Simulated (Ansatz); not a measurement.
GaNi3 (Cu3Au type, Pm-3m), r²SCAN (plane waves, PAW; program Ansatz), all energies at zero smearing, with the estimated change up to a 700 eV cutoff added, with one set of potentials and settings (totals compare only within such a set). Cell of 4 atoms (1 Ga, 3 Ni): -21327.258 eV.

```tsv
element	reference phase	E (eV/atom)
Ga	Cmce, 4 atoms in the cell	-3790.2689
Ni	Fm-3m, 1 atoms in the cell, spin-polarised	-5845.2912
```

Formation energy per atom, worked out: (-21327.258 − 1×(-3790.2689) − 3×(-5845.2912))/4 = -0.279 eV/atom (-27 kJ per mol of atoms), at 0 K, without zero-point energy or fitted corrections.

The first step of the workflow began from a Materials Project structure, measured or hypothetical; the Crystallography Open Database copy checked does not list it. With Ga and Ni taken as one species the cell has the higher symmetry Fm-3m, so it may be an ordered model of a mixed-site phase. Whether it is the stable phase at ambient conditions was not checked. The cell was relaxed with r²SCAN under the symmetry of its start; its stability against distortions is not shown here. Spin order of the final state: ferromagnetic, the only order run, not a proven ground state. Other orbital occupations within this spin state were not tried. The references are the lowest solids computed at this level, not always the standard phases.

Potentials: the later of the program's two PAW sets.
